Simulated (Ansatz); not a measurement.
Ni2P in space group P-62m (No. 189; Ni on 3g, Ni on 3f, P on 2c, P on 1b) at seven volumes, PBEsol in the plane-wave PAW code Ansatz, shape and atoms relaxed at each. One row is withheld.

```json
[
 {"V (Å³/atom)": "9.788", "P (GPa)": "26.05"},
 {"V (Å³/atom)": "10.111", "P (GPa)": "15.79"},
 {"V (Å³/atom)": "10.433", "P (GPa)": "7.20"},
 {"V (Å³/atom)": "10.756", "P (GPa)": "-0.01"},
 {"V (Å³/atom)": "11.079", "P (GPa)": "-6.01"},
 {"V (Å³/atom)": "11.402", "P (GPa)": "?"},
 {"V (Å³/atom)": "11.724", "P (GPa)": "-15.12"}
]
```

### Question
Fit the shown pressures and predict the withheld one.

### Answer
Third-order Birch–Murnaghan: P = (3/2)B₀(x^(7/2) − x^(5/2))[1 + (3/4)(B′ − 4)(x − 1)] with x = (V₀/V)^(2/3). Least squares on the six rows gives V₀ = 10.756 Å³/atom, B₀ = 218.0 GPa, B′ = 5.02. At V = 11.402, x = 0.9619 and P = -10.99 GPa. The run itself gave -11.00 GPa.

The first step of the workflow began from a Materials Project structure, measured or hypothetical; the Crystallography Open Database files this formula in space group No. 189, but the cells were not matched. Whether it is the stable phase at ambient conditions was not checked. Symmetry was held in the PBEsol relaxation; whether a distortion lowers the energy is not shown. No spin polarisation was allowed. The program gave a warning on the electronic state, which may not be the lowest.

Potentials: the later of the program's two PAW sets.
